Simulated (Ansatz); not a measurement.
The relaxed structure here is a generated cell of Nb2C: the first start was made by placing the elements on the sites of a structure type, and the end was not matched to a known phase here, so it may be hypothetical.

One starting cell of Nb$_{2}$C (a generated cell, Nb2C placed in the AFLOW prototype A2B_hP9_150_ef_bd (C22, as in Fe2P)) was relaxed twice with Ansatz (plane waves, PAW, scalar-relativistic): with PBEsol at 420 eV and with PBE at 420 eV. The PBEsol result:

```
CELL_PARAMETERS angstrom
      6.44362     0.00000     0.00000
     -3.22181     5.58033     0.00000
      0.00000     0.00000     3.20172
ATOMIC_POSITIONS crystal
  Nb 0.25404 0.00000 0.00000
  Nb 0.00000 0.25404 0.00000
  Nb 0.74596 0.74596 0.00000
  Nb 0.58271 0.00000 0.50000
  Nb 0.00000 0.58271 0.50000
  Nb 0.41729 0.41729 0.50000
  C  0.00000 0.00000 0.50000
  C  0.33333 0.66667 0.00000
  C  0.66667 0.33333 0.00000
```

```csv
quantity,PBEsol,PBE
space group,P-62m,P-62m
volume (Å³/atom),12.79,13.17
a (Å),6.444,6.508
c (Å),3.202,3.230
"gap (eV, no spin-orbit coupling)",0.00,0.00
```

Both levels end in the same structure; PBE's volume is 2.9 % larger. Neither column is exact.

No spin polarisation in the result.

The run could not lose the symmetry of its start, so the end can be a saddle point.

Ansatz is a program for electronic structure.
